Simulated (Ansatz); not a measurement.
A geometry of Bi$_{2}$Te$_{3}$ away from equilibrium: step 2 of the relaxation of a relaxed Bi2Te3 cell, doubled along one cell vector, shaken by Gaussian noise of σ = 0.08 Å a coordinate. The numbers are results of r2SCAN (plane waves to 500 eV, PAW, scalar-relativistic; Ansatz, a program for electronic structure), not measurements. Γ-centred k-mesh 6×6×1 on the run's cell (coarser than for final values), Fermi–Dirac smearing 0.05 eV.

```
CELL_PARAMETERS angstrom
      4.42979    -0.00107     0.00037
     -2.21582     3.84219     0.01207
      0.00183     0.07070    22.13442
ATOMIC_POSITIONS crystal
  Bi 0.31803 0.66561 0.08753
  Bi 0.32892 0.66848 0.59553
  Bi 0.65058 0.33560 0.40619
  Bi 0.66629 0.33334 0.90089
  Te 0.00062 0.98862 0.99678
  Te 0.00119 0.00866 0.50077
  Te 0.33321 0.67999 0.33086
  Te 0.33856 0.65789 0.82583
  Te 0.65522 0.31999 0.16874
  Te 0.66972 0.34055 0.66966
```

Question: Give the Cartesian forces on all atoms (eV/Å).

Answer: 
| atom | Fx | Fy | Fz |
|---|---|---|---|
| Bi1 | 0.09 | -0.05 | 0.56 |
| Bi2 | 0.02 | 0.05 | -0.52 |
| Bi3 | 0.10 | 0.05 | 0.32 |
| Bi4 | 0.07 | -0.07 | 0.38 |
| Te5 | -0.07 | 0.02 | -0.25 |
| Te6 | -0.01 | 0.02 | 0.04 |
| Te7 | -0.06 | -0.04 | -0.20 |
| Te8 | -0.10 | 0.10 | -0.17 |
| Te9 | 0.02 | 0.01 | -0.48 |
| Te10 | -0.04 | -0.08 | 0.32 |

Question: What is the pressure?

Answer: -0.4 GPa, compression positive.

No spin polarisation in the result.

The end of the path is a generated cell of Bi2Te3: the first start was made by placing the elements on the sites of a structure type, and the end was not matched to a known phase here, so it may be hypothetical. Known forms of Bi2Te3 include space group No. 166.
